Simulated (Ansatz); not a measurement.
Zr:
```cif
data_Zr3
_chemical_formula_sum 'Zr3'
_space_group_name_H-M_alt 'P 1'
_space_group_IT_number 1
_cell_length_a 5.03765
_cell_length_b 5.03765
_cell_length_c 3.15864
_cell_angle_alpha 90.000
_cell_angle_beta 90.000
_cell_angle_gamma 120.000
loop_
_space_group_symop_operation_xyz
  'x, y, z'
loop_
_atom_site_label
_atom_site_type_symbol
_atom_site_fract_x
_atom_site_fract_y
_atom_site_fract_z
_atom_site_occupancy
Zr1 Zr 0.00000 0.00000 0.00000 1
Zr2 Zr 0.66667 0.33333 0.50000 1
Zr3 Zr 0.33333 0.66667 0.50000 1
```

Relaxed with r²SCAN.

Question: Tabulate the valence density and the electron localisation function along the shortest Zr–Zr contact (2.91 Å), plane-wave PAW r²SCAN (Ansatz code).

Answer: 

```tsv
distance from Zr (Å)	density (e/Å³)	ELF
0.29	4.19	0.45
0.44	4.11	0.71
0.58	3.25	0.80
0.73	2.08	0.78
0.87	1.12	0.63
1.02	0.56	0.36
1.16	0.31	0.17
1.31	0.22	0.11
1.45	0.20	0.10
1.60	0.22	0.11
1.75	0.31	0.17
1.89	0.56	0.36
2.04	1.12	0.63
2.18	2.08	0.78
2.33	3.25	0.80
2.47	4.11	0.71
2.62	4.19	0.45
```

The density is the valence pseudo-density with augmentation charge, so density and ELF within about 1 Å of a nucleus are not all-electron values.

Space group P6/mmm. This is a known high-pressure phase of the composition, computed here at zero pressure and temperature. The r²SCAN relaxation kept the symmetry of its start; whether a distortion lowers the energy is not shown. No spin polarisation was allowed.

Potentials: the earlier of the program's two PAW sets.
